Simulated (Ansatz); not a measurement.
SiBW:
```xyz
6
Lattice="1.5804 -6.7390 0.0000 1.5804 6.7390 0.0000 0.0000 0.0000 3.1421" Properties=species:S:1:pos:R:3 pbc="T T T"
Si     1.5804    -2.7351     0.7855
Si     1.5804     2.7351     2.3566
B      1.5804     0.4359     2.3566
B      1.5804    -0.4359     0.7855
W      1.5804     5.3588     2.3566
W      1.5804    -5.3588     0.7855
```

Relaxed with PBE. Special points in fractions of this cell's reciprocal vectors: Γ (0.000, 0.000, 0.000); Y (-0.500, 0.500, 0.000); C0 (-0.264, 0.736, 0.000); Σ0 (0.264, 0.264, 0.000); Z (0.000, 0.000, 0.500); A0 (0.264, 0.264, 0.500); E0 (-0.264, 0.736, 0.500); T (-0.500, 0.500, 0.500); S (0.000, 0.500, 0.000); R (0.000, 0.500, 0.500).

Question: List the band energies nearest the Fermi level at these points for PBE in the plane-wave PAW code Ansatz.

Answer: In eV from the Fermi level; about four levels below and three above (degenerate sets whole), none deeper than 8.9 eV; points with the same levels are listed once.

| k | below | above |
|---|---|---|
| Γ | -3.70 -2.79 -2.35 -0.16 | 0.14 0.14 0.45 |
| Y | -2.50 -1.84 -0.66 -0.10 | 0.06 0.53 1.84 |
| C0 | -3.04 -2.97 -1.41 -0.12 | 0.77 0.78 1.67 |
| Z | -1.30 -1.30 -0.81 -0.81 | 2.08 2.08 2.11 2.11 |
| A0 | -4.79 -4.79 -3.22 -3.22 | 0.90 0.90 2.36 2.36 |
| T | -1.45 -1.45 -1.19 -1.19 | 1.80 1.80 2.64 2.64 |
| S | -3.02 -2.97 -1.43 -0.26 | 0.50 1.14 1.55 |
| R | -4.71 -4.71 -3.22 -3.22 | 0.96 0.96 2.38 2.38 |

Space group Cmcm. The start of the workflow was typed in or built on a structure type; neither database checked (COD, Materials Project) lists it. Its standing as an ambient phase is unchecked. The PBE relaxation kept the symmetry of its start; its stability against distortions is not shown here. The run is not spin-polarised. Scalar-relativistic: spin–orbit coupling is off unless named, which matters more the heavier the elements.

Potentials: the earlier of the program's two PAW sets.
